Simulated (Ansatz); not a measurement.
Relaxed-ion elastic tensor of SrTiS2 in space group P-3m1 (No. 164; S on 2d, Ti on 1a, Sr on 1b) in GPa (Voigt order), DFT-PBE+D3(BJ) in the program Ansatz with PAW potentials; density 4.19 g/cm³, 19.77 Å³ per atom.

```
  119   49.0   64.0   11.1    0.0    0.0
 49.0    119   64.0  -11.1    0.0    0.0
 64.0   64.0    173    0.0    0.0    0.0
 11.1  -11.1    0.0   70.6    0.0    0.0
  0.0    0.0    0.0    0.0   70.6   11.1
  0.0    0.0    0.0    0.0   11.1   35.1
```

### Question
Is the crystal mechanically stable?

### Answer
Yes: the smallest eigenvalue of C is 31.9 GPa.

### Question
Work out the Voigt, Reuss and Hill averages.

### Answer
K_V = 85.1, K_R = 81.0, K_H = 83.0; G_V = 50.9, G_R = 43.8, G_H = 47.4 GPa.

### Question
Give Young's modulus, Poisson's ratio, Pugh's ratio and the universal anisotropy index.

### Answer
E = 9KG/(3K + G) = 119 GPa; ν = 0.26; K/G = 1.75 (near the Pugh limit of 1.75, no verdict); A_U = 5G_V/G_R + K_V/K_R − 6 = 0.86.

### Question
Estimate the sound speeds and the Debye temperature.

### Answer
v_l = √((K + 4G/3)/ρ) = 5910 m/s, v_t = √(G/ρ) = 3360 m/s, mean 3740 m/s; Θ = (h/k)(3n/4πV)^(1/3) v_m = 411 K.

### Question
Solve the Christoffel equation for the three sound speeds along x, y, z.

### Answer
Eigenvalues of C_ijkl n_j n_l equal ρv². In km/s, slowest first: x 2.76, 4.20, 5.33; y 2.89, 4.03, 5.39; z 4.10, 4.10, 6.43.

### Question
How much does each axis shrink under pressure?

### Answer
Linear compressibilities β_i = Σ_j S_ij (j = 1 to 3): x 5.2, y 5.2, z 1.9 per TPa.

The cell is a constructed one: a structure type filled with these elements; neither database checked (COD, Materials Project) lists it. Its standing as an ambient phase is unchecked. The PBE+D3(BJ) relaxation kept the symmetry of its start; of distortions, only those at the zone centre were tested. No spin polarisation was allowed. As this level gives no gap, shear constants depend on the k-mesh and smearing (Fermi–Dirac, 0.1 eV here). On the denser mesh and wider smearing of the elastic run this cell carries a stress of 0.4 GPa.

Potentials: the later of the program's two PAW sets.
